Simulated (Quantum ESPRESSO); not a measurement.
Simulation results for Ca$_{2}$MgZnO$_{4}$ (made-up cell), CaMg$_{2}$ZnO$_{4}$ (made-up cell), CaMgZn$_{2}$O$_{4}$ (made-up cell), AlSi$_{6}$P (made-up cell)

All values are calculated (Quantum ESPRESSO 7.5). Calculation on a made-up crystal cell, not a measurement: periodic Kohn-Sham density functional theory in plane waves with PseudoDojo standard norm-conserving scalar-relativistic pseudopotentials, each functional with its own files (v0.5 for PBE, v0.4.1 for LDA and PBEsol), no spin polarisation, no spin-orbit coupling, atoms not relaxed, stress positive in tension, energies less a fixed whole-eV offset for each atom's element; levels are Kohn-Sham levels at fractions of this cell's reciprocal vectors, counted from the reference band (half the neutral cell's valence electrons, rounded up) at Gamma; error bars cover cutoff and k-mesh only, not smearing or the files; added strain carries the atoms with the cell, and shear is the tensor component; each bar is the largest change over components, and at least 0.002 eV, 0.002 eV per angstrom or 0.02 GPa; energies are for the whole cell, and the offsets were chosen from early runs and are not element reference energies.

Settings shared by all entries: functional pbe; scf tolerance 1e-07 eV; electrons removed 0.

(1) 
```cif
# cell vector a (Å): 4.5006 -0.0053 0.0688
# cell vector b (Å): -0.0053 4.5574 -0.0283
# cell vector c (Å): 0.0688 -0.0283 4.4973
data_Ca2MgZnO4
_symmetry_space_group_name_H-M 'P 1'
_symmetry_Int_Tables_number 1
_cell_length_a 4.5011
_cell_length_b 4.5575
_cell_length_c 4.4979
_cell_angle_alpha 90.717
_cell_angle_beta 88.247
_cell_angle_gamma 90.140
_cell_volume 92.22
loop_
_atom_site_label
_atom_site_type_symbol
_atom_site_fract_x
_atom_site_fract_y
_atom_site_fract_z
_atom_site_occupancy
Ca1 Ca 0.97343 0.03164 0.01544 1
Zn1 Zn 0.98353 0.50919 0.50736 1
Mg1 Mg 0.49624 0.97472 0.42284 1
Ca2 Ca 0.47905 0.50083 0.97728 1
O1 O 0.51168 0.99100 0.00575 1
O2 O 0.49034 0.50943 0.50521 1
O3 O 0.98353 0.99057 0.45573 1
O4 O 0.99999 0.51593 0.99237 1
_calc_lattice_type 'rocksalt'
_calc_cutoff 1143  # eV
_calc_fermi_dirac_smearing 0.025  # eV
_calc_k_mesh '4 x 4 x 4, shifted by half a step'
_calc_pressure 13.28  # GPa
_calc_stress_xx -12.25  # GPa
_calc_stress_yy -6.875  # GPa
_calc_stress_zz -20.71  # GPa
_calc_stress_yz 0.09627  # GPa
_calc_stress_xz 2.766  # GPa
_calc_stress_xy -0.8248  # GPa
_calc_error_bar_stress 0.03671  # GPa
_calc_error_bar_force 0.004807  # eV/angstrom
_calc_error_bars_from 'tighter rerun of a related cell'
```

Atoms:
```csv
atoms element,atom site
Ca,1
Zn,2
Mg,3
Ca,4
O,5
O,6
O,7
O,8
```

Forces:
```csv
site,x (eV/Å),y (eV/Å),z (eV/Å)
1,1.787,-0.7521,-3.591
2,0.04905,0.2419,-0.05575
3,-0.3384,0.1268,2.599
4,0.6944,-0.1017,0.6829
5,-1.637,0.4944,-0.9712
6,0.0594,-0.1118,-1.554
7,0.236,-0.03344,3.136
8,-0.8507,0.136,-0.2469
```

(2) 
```cif
# cell vector a (Å): 4.5006 -0.0053 0.0688
# cell vector b (Å): -0.0053 4.5574 -0.0283
# cell vector c (Å): 0.0688 -0.0283 4.4973
data_CaMg2ZnO4
_symmetry_space_group_name_H-M 'P 1'
_symmetry_Int_Tables_number 1
_cell_length_a 4.5011
_cell_length_b 4.5575
_cell_length_c 4.4979
_cell_angle_alpha 90.717
_cell_angle_beta 88.247
_cell_angle_gamma 90.140
_cell_volume 92.22
loop_
_atom_site_label
_atom_site_type_symbol
_atom_site_fract_x
_atom_site_fract_y
_atom_site_fract_z
_atom_site_occupancy
Mg1 Mg 0.97343 0.03164 0.01544 1
Zn1 Zn 0.98353 0.50919 0.50736 1
Mg2 Mg 0.49624 0.97472 0.42284 1
Ca1 Ca 0.47905 0.50083 0.97728 1
O1 O 0.51168 0.99100 0.00575 1
O2 O 0.49034 0.50943 0.50521 1
O3 O 0.98353 0.99057 0.45573 1
O4 O 0.99999 0.51593 0.99237 1
_calc_lattice_type 'rocksalt'
_calc_cutoff 1143  # eV
_calc_fermi_dirac_smearing 0.025  # eV
_calc_k_mesh '4 x 4 x 4, shifted by half a step'
_calc_pressure -0.4463  # GPa
_calc_stress_xx 2.004  # GPa
_calc_stress_yy 5.294  # GPa
_calc_stress_zz -5.959  # GPa
_calc_stress_yz -1.106  # GPa
_calc_stress_xz 2.986  # GPa
_calc_stress_xy -0.2559  # GPa
_calc_error_bar_stress 0.03671  # GPa
_calc_error_bar_force 0.004807  # eV/angstrom
_calc_error_bars_from 'tighter rerun of a related cell'
```

Atoms:
```csv
atoms element,atom site
Mg,1
Zn,2
Mg,3
Ca,4
O,5
O,6
O,7
O,8
```

Forces:
```csv
site,x (eV/Å),y (eV/Å),z (eV/Å)
1,0.3373,-0.5497,-1.003
2,0.02833,0.1518,-0.1192
3,-0.2244,0.1965,2.454
4,0.7922,-0.2607,0.7143
5,-0.2655,0.8001,-1.151
6,0.05496,-0.0875,-1.544
7,0.2273,0.3223,0.8553
8,-0.9502,-0.5726,-0.2063
```

(3) 
```cif
# cell vector a (Å): 4.5006 -0.0053 0.0688
# cell vector b (Å): -0.0053 4.5574 -0.0283
# cell vector c (Å): 0.0688 -0.0283 4.4973
data_CaMgZn2O4
_symmetry_space_group_name_H-M 'P 1'
_symmetry_Int_Tables_number 1
_cell_length_a 4.5011
_cell_length_b 4.5575
_cell_length_c 4.4979
_cell_angle_alpha 90.717
_cell_angle_beta 88.247
_cell_angle_gamma 90.140
_cell_volume 92.22
loop_
_atom_site_label
_atom_site_type_symbol
_atom_site_fract_x
_atom_site_fract_y
_atom_site_fract_z
_atom_site_occupancy
Zn1 Zn 0.97343 0.03164 0.01544 1
Zn2 Zn 0.98353 0.50919 0.50736 1
Mg1 Mg 0.49624 0.97472 0.42284 1
Ca1 Ca 0.47905 0.50083 0.97728 1
O1 O 0.51168 0.99100 0.00575 1
O2 O 0.49034 0.50943 0.50521 1
O3 O 0.98353 0.99057 0.45573 1
O4 O 0.99999 0.51593 0.99237 1
_calc_lattice_type 'rocksalt'
_calc_cutoff 1143  # eV
_calc_fermi_dirac_smearing 0.025  # eV
_calc_k_mesh '4 x 4 x 4, shifted by half a step'
_calc_pressure 0.4003  # GPa
_calc_stress_xx 1.348  # GPa
_calc_stress_yy 4.341  # GPa
_calc_stress_zz -6.89  # GPa
_calc_stress_yz -1.073  # GPa
_calc_stress_xz 2.549  # GPa
_calc_stress_xy -0.2033  # GPa
_calc_error_bar_stress 0.03671  # GPa
_calc_error_bar_force 0.004807  # eV/angstrom
_calc_error_bars_from 'tighter rerun of this cell'
```

Atoms:
```csv
atoms element,atom site
Zn,1
Zn,2
Mg,3
Ca,4
O,5
O,6
O,7
O,8
```

Forces:
```csv
site,x (eV/Å),y (eV/Å),z (eV/Å)
1,0.128,-0.2249,-0.7187
2,0.0297,0.1123,-0.09031
3,-0.2095,0.2368,2.414
4,0.7883,-0.4018,0.7116
5,-0.1481,0.6878,-1.267
6,0.06336,-0.07446,-1.554
7,0.2723,0.2115,0.7267
8,-0.9241,-0.5472,-0.2219
```

(4) 
```cif
# cell vector a (Å): 5.6038 -0.0430 -0.0382
# cell vector b (Å): -0.0430 5.4899 0.0639
# cell vector c (Å): -0.0382 0.0639 5.6281
data_AlSi6P
_symmetry_space_group_name_H-M 'P 1'
_symmetry_Int_Tables_number 1
_cell_length_a 5.6041
_cell_length_b 5.4904
_cell_length_c 5.6286
_cell_angle_alpha 88.680
_cell_angle_beta 90.784
_cell_angle_gamma 90.893
_cell_volume 173.10
loop_
_atom_site_label
_atom_site_type_symbol
_atom_site_fract_x
_atom_site_fract_y
_atom_site_fract_z
_atom_site_occupancy
Si1 Si 0.00239 0.01100 0.01554 1
Si2 Si 0.00874 0.49058 0.49386 1
Si3 Si 0.51648 0.99823 0.49518 1
Si4 Si 0.50835 0.50043 0.99105 1
Al1 Al 0.23791 0.25746 0.24687 1
Si5 Si 0.25624 0.75513 0.76248 1
P1 P 0.74710 0.24907 0.75326 1
Si6 Si 0.73011 0.75580 0.23857 1
_calc_lattice_type 'zincblende/diamond'
_calc_cutoff 599  # eV
_calc_fermi_dirac_smearing 0.1  # eV
_calc_k_mesh '6 x 6 x 6, shifted by half a step'
_calc_fermi_level ?
```

Atoms:
```csv
atoms element,atom site,atom energy offset (eV)
Si,1,-115
Si,2,-115
Si,3,-115
Si,4,-115
Al,5,-64
Si,6,-115
P,7,-189
Si,8,-115
```

Questions
1. AlSi$_{6}$P (made-up cell) (entry 4): fermi level?

Answers
1. 0.1136 eV

Further results for AlSi$_{6}$P (made-up cell) (entry 4):

| Item | Value |
| --- | --- |
| free energy less offsets | 1.679 eV |
| smearing term minus ts | -0.02639 eV |
| scf iterations | 10 |
| pressure | -2.283 GPa |
| stress xx | 2.756 GPa |
| stress yy | 1.012 GPa |
| stress zz | 3.082 GPa |
| stress yz | -1.204 GPa |
| stress xz | -0.7105 GPa |
| stress xy | -1.081 GPa |
| reference band | 16 |
| error bar energy | 0.002 eV |
| error bar stress | 0.02 GPa |
| error bar force | 0.002928 eV/Å |
| error bar next band up | 0.002 eV |
| error bar fermi level | 0.00575 eV |
| error bars from | tighter rerun of a related cell |

Forces:
```csv
site,x (eV/Å),y (eV/Å),z (eV/Å)
1,-0.8113,-1.209,-1.268
2,-1.071,1.539,0.9998
3,-1.207,0.2836,0.4611
4,-0.519,-0.267,0.0773
5,1.776,-0.03505,0.4071
6,-0.4374,0.1203,-0.8604
7,0.7065,0.05084,-0.3816
8,1.562,-0.4831,0.5642
```

Levels:
```csv
level k point,next band up (eV)
Gamma,0.3318
"(1/2,1/2,1/2)",-0.03348
"(0.15,0,0)",0.08726
"(0,0.15,0)",0.1265
"(0,0,0.15)",0.1996
```
